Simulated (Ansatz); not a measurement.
In (body-centred tetragonal, I4/mmm) under volume change, LDA in the plane-wave PAW code Ansatz, shape and atoms relaxed at each volume.

| V (Å³/atom) | E − E(relaxed) (meV/atom) | P (GPa) |
|---|---|---|
| 22.343 | (withheld) | (withheld) |
| 23.080 | 15.6 | 3.63 |
| 23.816 | 3.7 | 1.65 |
| 24.553 | 0.0 | 0.00 |
| 25.290 | 3.2 | -1.36 |
| 26.026 | (withheld) | (withheld) |
| 26.763 | 25.8 | -3.41 |

**Question.** Some entries are withheld; supply them.

**Answer.** 
- 26.026, E − E(relaxed) (meV/atom): 12.1
- 26.026, P (GPa): -2.48
- 22.343, E − E(relaxed) (meV/atom): 37.6
- 22.343, P (GPa): 6.02

**Question.** What does a third-order Birch–Murnaghan fit give for V₀, B₀ and B′?

**Answer.** V₀ = 24.55 Å³/atom, B₀ = 49.8 GPa, B′ = 5.3.

Symmetry was held in the LDA relaxation.

Potentials: the later of the program's two PAW sets.
